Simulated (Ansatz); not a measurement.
BN:
```
CELL_PARAMETERS angstrom
      2.59694     0.00000     0.00000
     -1.29847     2.24902     0.00000
      0.00000     0.00000     5.82378
ATOMIC_POSITIONS crystal
  B  0.50000 0.00000 0.50000
  B  0.00000 0.50000 0.16667
  B  0.50000 0.50000 0.83333
  N  0.50000 0.00000 0.00000
  N  0.00000 0.50000 0.66667
  N  0.50000 0.50000 0.33333
```

Tensor components refer to the Cartesian frame of this cell.

Problem. Give the proper piezoelectric stress tensor with relaxed ions from r²SCAN+D4 (plane waves, PAW; program Ansatz).

Solution. In C/m², rows x, y, z, Voigt columns; mesh uncertainty up to 0.00.
```
 0.00   0.00   0.00  -0.05   0.00   0.00
 0.00   0.00   0.00   0.00   0.05   0.00
 0.00   0.00   0.00   0.00   0.00   0.00
```

The elastic tensor of the same run (GPa):

```
 908   156  84.6   0.0   0.0   0.0
 156   908  84.6   0.0   0.0   0.0
84.6  84.6  1050   0.0   0.0   0.0
 0.0   0.0   0.0   328   0.0   0.0
 0.0   0.0   0.0   0.0   328   0.0
 0.0   0.0   0.0   0.0   0.0   376
```

Problem. Convert to strain constants d = e·S.

Solution. In pC/N:
```
 0.0   0.0   0.0  -0.2   0.0   0.0
 0.0   0.0   0.0   0.0   0.2   0.0
 0.0   0.0   0.0   0.0   0.0   0.0
```

Space group P6_222. The start of the workflow was typed in or built on a structure type; neither database checked (COD, Materials Project) lists it. It is not the phase usual at ambient conditions (space group No. 186, 194, 216). The r²SCAN+D4 relaxation kept the symmetry of its start; its stability against distortions is not shown here.

Potentials: the later of the program's two PAW sets.
